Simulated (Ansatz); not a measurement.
These are results of DFT PBE, scalar-relativistic, plane waves, PAW, and for the lanthanide a 4f-in-core norm-conserving potential, in Ansatz 0.2.0, not measurements. All cells share a 690 eV cutoff and Γ-centred k meshes spaced at most about 0.3 Å⁻¹ (about 0.25 or finer for metals, 2π included). No spin polarisation in the final relaxations.

Temperature and zero-point effects are left out.

Two relaxed structures of SmO3:

A.

Space group P-6m2 (No. 187). a = 4.094 Å, b = 4.094 Å, c = 4.469 Å, α = 90.00°, β = 90.00°, γ = 120.00°
```
atom  site  symmetry       x       y       z
  Sm    1b      -6m2  0.0000  0.0000  0.5000
   O    1a      -6m2  0.0000  0.0000  0.0000
   O    2h       3m.  0.3333  0.6667  0.6652
```

B.

Space group P6/mmm (No. 191). a = 4.130 Å, b = 4.130 Å, c = 3.152 Å, α = 90.00°, β = 90.00°, γ = 120.00°
```tsv
atom	site	symmetry	x	y	z
Sm	1a	6/mmm	0.0000	0.0000	0.0000
O	3g	mmm	0.5000	0.0000	0.5000
```

**Question.** Which would you expect to be lower, and how large is the difference?

**Answer.** A is lower, by 271 meV/atom. A has space group P-6m2 (No. 187), 16.2 Å³/atom and no gap on its mesh; B has space group P6/mmm (No. 191), 11.6 Å³/atom and no gap. Counting O atoms around Sm (those within 1.25 times the shortest such distance or 1.15 times the sum of covalent radii, 1.27 where that leaves under three; a plus sign parts nearer from farther groups), A has Sm 2+6 and B has Sm 12. A holds O–O pairs (shortest 1.48 Å, as in peroxide); in B the shortest O–O distance is 2.06 Å. The lower one is the more open, so pressure narrows the difference. Both come from invented guesses.

In P-6m2, P6/mmm an odd number of valence electrons (the lanthanide is held trivalent, its 4f shell in the core) allows no gap without spin; another valence of the lanthanide, a larger cell or a magnetic state could open one. A magnetic state wasn't ruled out in cells without spin, among them P-6m2. Cells relaxed within their symmetry can be saddle points.

The lanthanide is trivalent by construction, without f bands, f moments or other valences.
